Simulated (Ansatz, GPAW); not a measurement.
# One calculation of CuSn3, 3 ways

```
Sn Cu
1.0
    -2.23990    2.23990    4.87070
     2.23990   -2.23990    4.87070
     2.23990    2.23990   -4.87070
Sn Cu
3 1
Cartesian
  0.0000 0.0000 4.8707
  2.2399 0.0000 2.4354
  0.0000 2.2399 2.4354
  0.0000 0.0000 0.0000
```

The cell comes from a database or a generator and needn't be the stable form of this composition.

Alike in all runs: task single point; functional PBEsol; k mesh 8 × 8 × 8; occupations fermi-dirac, width 0.05 eV; no spin polarisation; no spin-orbit coupling. Pressure is positive in compression and, in plane waves, holds the error of the finite cutoff, which Ansatz's Pulay term estimates and takes out.

```csv
program and potentials,plane-wave cutoff (eV),notes,band gap (eV),pressure (GPa)
"Ansatz, Ansatz PAW",420,"potentials made for PBE, which Ansatz adapts in part; 15.25 valence electrons an atom on average; Pulay term of +0.04 GPa included",no gap,-4.09
"Ansatz, all-electron LAPW, scalar-relativistic",-,-,no gap,-4.10
"GPAW, PAW data sets generated for this functional",600,13.25 valence electrons an atom on average; this data set often lies off other programs,no gap,-4.23
```

None finds a gap. The pressure spans -4.23 (GPAW, PAW data sets generated for this functional) to -4.09 GPa (Ansatz, Ansatz PAW), with all-electron results at -4.10.

The functional is the same throughout but for its coding, so the spread measures potentials, basis and numerics; runs on potential files found faulty are left out.
